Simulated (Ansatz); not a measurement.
In the program Ansatz at the PBEsol level (PAW), Ta$_{2}$BN in the trigonal phase (R-3m; Ta on 6c, N on 3b, B on 3a) relaxes to a = 3.160 Å, c = 15.549 Å. N has 6 nearest neighbours from 2.26 Å (octahedral); B has 6 nearest neighbours from 2.22 Å (octahedral). Its formation energy from the elements is -0.88 eV/atom, with no fitted shifts.

Electronic character: metallic (no gap). Gap from PBEsol with spin–orbit coupling: none (metallic).

The bulk modulus is 301 GPa. The highest mode at Γ lies at 725 cm⁻¹.

The start of the workflow was typed in or built on a structure type; neither database checked (COD, Materials Project) lists it. Its standing as an ambient phase is unchecked. The cell was relaxed with PBEsol under the symmetry of its start; whether a distortion lowers the energy is not shown. No spin polarisation was allowed. As this level gives no gap, phonon frequencies hold no LO–TO term and depend on the k-mesh and smearing (Fermi–Dirac, 0.1 eV here). The references are the lowest solids computed at this level, not always the standard phases (solids in place of the gases). Scalar-relativistic: spin–orbit coupling is off unless named, which matters more the heavier the elements.

Potentials: the earlier of the program's two PAW sets. The files were generated under PBE; for other functionals the program regenerates the frozen cores, and for LDA and PBEsol the local potential too.
